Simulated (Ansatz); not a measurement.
Ni₂P:
```xyz
9
Lattice="5.8047 0.0000 0.0000 -2.9024 5.0271 0.0000 0.0000 0.0000 3.3174" Properties=species:S:1:pos:R:3 pbc="T T T"
Ni     3.4849     0.0000     1.6587
Ni     1.1599     2.0091     1.6587
Ni    -1.7424     3.0180     1.6587
Ni     2.1491     3.7224     0.0000
Ni    -0.7532     1.3047     0.0000
Ni     1.5065     0.0000     0.0000
P      0.0000     3.3514     0.0000
P      2.9024     1.6757     0.0000
P      0.0000     0.0000     1.6587
```

This is the PBEsol-relaxed structure.

Question: All from PBEsol in the plane-wave PAW code Ansatz, unless another level is named. Give the electronic character.

Answer: metallic (no gap).

Question: Give the formation energy from the elements (no fitted shifts).

Answer: -0.56 eV/atom.

Question: Next, the density of states at the Fermi level?

Answer: 0.72 states/eV per atom (mean over ±0.08 eV).

Space group P-62m. The workflow started from a Materials Project entry (that database holds measured and hypothetical structures alike); the Crystallography Open Database files this formula in space group No. 189, but the cells were not matched. Whether it is the stable phase at ambient conditions was not checked. Symmetry was held in the PBEsol relaxation; whether a distortion lowers the energy is not shown. The run is not spin-polarised. The program gave a warning on the electronic state, which may not be the lowest. The references are the lowest solids computed at this level, not always the standard phases.

Potentials: the later of the program's two PAW sets.
